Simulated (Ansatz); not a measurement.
TlO3I (R3m) from a database structure, relaxed with r2SCAN+rVV10, was run in the PAW code Ansatz under altered settings. All numbers are computed, without spin polarisation but where a row says otherwise.

```
CELL_PARAMETERS angstrom
3.12909 1.80658 2.62087
-3.12909 1.80658 2.62087
0.00000 -3.61316 2.62087
ATOMIC_POSITIONS crystal
Tl 0.00451 0.00451 0.00451
I 0.50126 0.50126 0.50126
O 0.90701 0.46246 0.46246
O 0.46246 0.90701 0.46246
O 0.46246 0.46246 0.90701
```

The base run's other keys:
```yaml
kpoints:
  mp_grid: { grid: [4, 4, 4] }
hamiltonian:
  xc: hse06
scf:
  occupations: { method: fixed }
  n_extra_bands: 5
```

It takes 17 iterations with 1761 plane waves at 420 eV and 13 k points, and leaves a mean stress of +0.60 GPa. The gap over this mesh is 3.672 eV. It ran on 4 threads of Intel(R) Xeon(R) Processor @ 2.50GHz (Skylake/Cascade Lake), with other jobs on the host.

Outcomes, with energy and stress as changes against the base:
```csv
setting,outcome,ΔF (meV/atom),Δ mean stress (GPa),gap on the mesh (eV),iterations,wall time
hamiltonian.xc: hf,converged,–,-1.4,10.459,28,77 s
accuracy: low,converged,0.0,0.0,3.672,17,58 s
```
A dash marks a value that wasn't obtained or can't be compared. Stress is positive in compression. The base took 55 s.

- hamiltonian.xc: hf. The mean stress moves by -1.4 GPa and the gap on the mesh by +6.787 eV (to 10.459). It's another functional on the same cell, so totals aren't comparable.

Within 1 meV an atom, 0.1 GPa and 0.005 eV of the base stay: accuracy: low.

Spin-orbit coupling is left out; in compounds of Pb, Bi, Tl or Hg it can lower a gap by up to about 1 eV, split its edges or invert the bands.

The program warns that its thresholds are loose for a hybrid's stress.

The meshes of the hybrids are coarse, so their gaps aren't converged to the digits shown.
